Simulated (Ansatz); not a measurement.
## MnF$_{2}$: pressure against volume

MnF$_{2}$, P4_2/mnm, a = 4.874 Å, c = 3.308 Å. Ansatz: r2SCAN, PAW, 500 eV, Γ-centred 6×6×8 mesh on 6 atoms, Gaussian smearing 0.02 eV; collinear spin, largest moment 4.2 μB. Shape and atoms are relaxed at each volume; pressure is positive in compression.

| V (Å³/atom) | P (GPa) |
| --- | --- |
| 12.311 | ? |
| 12.704 | 3.13 |
| 13.096 | 0.00 |
| 13.489 | -2.63 |
| 13.882 | -4.80 |

Question: Take V0 = 13.096 Å³/atom, fit the third-order Birch–Murnaghan form to the other rows, and predict the missing pressure.

Answer: With the Eulerian strain f = ½[(V0/V)^(2/3) − 1] and y = P/[3f(1 + 2f)^(5/2)], the form is the line y = B0 + 1.5 B0 (B0′ − 4) f. Rows (f, y): 0.01023, 97.0; -0.00976, 94.4; -0.01906, 92.5. Means f = -0.006197, y = 94.633; Σ(Δf)² = 0.0004480, ΣΔfΔy = 0.06715; the slope is their ratio. y = 95.56 + 149.9 f GPa, so B0 = 95.6 GPa and B0′ = 4 + 2 × (149.9)/(3 × 95.56) = 5.05. At V = 12.311, f = 0.02103, y = 98.71 and P = 6.90 GPa. The run gave 6.85 GPa, so the fit is 0.05 GPa too high, a small miss on the scale of the series. The form still works here, 33 % of the fitted range beyond its end.

The state reached may not be the lowest one. The program reads another magnetic order as possibly lower. Moments started parallel, and an antiferromagnetic order may lie lower.

Cost: 5 runs of about 18 core-minutes in all, on Arm Neoverse V1 (shared hosts).